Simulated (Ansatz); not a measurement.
NiAs-type CuSe

Method: PBEsol, scalar-relativistic; collinear spin; PAW, 420 eV, Γ-centred 10×10×6 mesh, 0.05 eV Gaussian smearing; code Ansatz. The datasets are Ansatz's generated set soft_2.

```
CELL_PARAMETERS angstrom
3.81417 0.00000 0.00000
-1.90708 3.30317 0.00000
0.00000 0.00000 5.16727
ATOMIC_POSITIONS crystal
Cu 0.00000 0.00000 0.00000
Cu 0.00000 0.00000 0.50000
Se 0.33333 0.66667 0.25000
Se 0.66667 0.33333 0.75000
```

The start was a prototype's sites filled with these elements, not a measured cell.

Magnetic state: non-magnetic, site spin moments none.

The cell above was scaled in volume, and shape and atoms were relaxed at each volume within its symmetry. Energies are counted from the cell above.

| V (Å³/atom) | ΔE (meV/atom) | P from the stress (GPa) |
| --- | --- | --- |
| 15.624 | 9.32 | 4.81 |
| 15.950 | 2.22 | 2.26 |
| 16.275 | 0.00 | -0.02 |
| 16.601 | 2.14 | -2.04 |
| 16.926 | 8.14 | -3.84 |

Problem. Do the energies and the pressures agree? Compare −ΔE/ΔV between neighbouring points (1 meV/Å³ = 0.1602 GPa) with the mean of their pressures.

Solution. 
```tsv
interval (Å³/atom)	−ΔE/ΔV (GPa)	mean P (GPa)
15.62 to 15.95	3.5	3.5
15.95 to 16.28	1.1	1.1
16.28 to 16.60	-1.1	-1.0
16.60 to 16.93	-3.0	-2.9
```
They differ by 0.03 GPa at most.

Problem. What do the two routes give for V0, B0 and B0′?

Solution. A third-order Birch–Murnaghan fit of the energies: V0 = 16.27 Å³/atom, B0 = 107 GPa, B0′ = 4.9. A polynomial of P in ln V, with B = −dP/d ln V at P = 0: V0 = 16.27 Å³/atom, B0 = 107 GPa, B0′ = 4.8.

B0·V0 = 107.0 GPa × 16.27 Å³ = 10.87 eV/atom sets the scale: near the minimum ΔE ≈ ½ B0 V0 x², with x = V/V0 − 1, and a pressure of 1.1 GPa squeezes the volume by about 1 %. At the ends of the curve: x = −4.0 % predicts 8.6 meV/atom and the run gives 9.3; x = +4.0 % predicts 8.8 meV/atom and the run gives 8.1. The curve is steeper than the parabola on the compressed side and flatter on the expanded side: the bulk modulus rises with pressure.

The starting moments died out; a magnetic state reached from other starts isn't excluded. The run is a metal.
